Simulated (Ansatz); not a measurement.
Input and command of a plane-wave DFT calculation in Ansatz:

```yaml
crystal:
  lattice:
    - [3.1783425435, 0.0, 0.0]
    - [-1.5891712717, 2.7525253846, 0.0]
    - [0.0, 0.0, 12.824944423]
  atoms:
    - { symbol: W, position: [0.3333333333, 0.6666666667, 0.25] }
    - { symbol: W, position: [0.6666666667, 0.3333333333, 0.75] }
    - { symbol: Se, position: [0.3333333333, 0.6666666667, 0.6145805872] }
    - { symbol: Se, position: [0.6666666667, 0.3333333333, 0.1145805872] }
    - { symbol: Se, position: [0.3333333333, 0.6666666667, 0.8854194128] }
    - { symbol: Se, position: [0.6666666667, 0.3333333333, 0.3854194128] }
basis:
  ecutwfc: 420
kpoints:
  mp_grid: { grid: [12, 12, 4] }
hamiltonian:
  xc: pbesol
  dispersion: d3bj
scf:
  occupations: { method: gaussian, width: 0.05 }
output:
  forces: true
  stress: true
  eigenvalues: true
```

```bash
ansatz run input.yaml --threads 1 --pin off --max-ram 2560MiB --backend cpu --events-out ev --progress --plain --runs-dir out
```

Processor: Intel(R) Xeon(R) Platinum 8488C (Sapphire Rapids), 1 thread, on a host shared with other jobs.

Q: Estimate time, memory and problem size.

A: About 11 s on 1 thread of Intel(R) Xeon(R) Platinum 8488C (Sapphire Rapids), with other jobs on the host, peak memory 0.6 GiB. It solves 56 bands at 57 k points (the mesh reduced by symmetry) with about 2191 plane waves, in 7 SCF iterations.
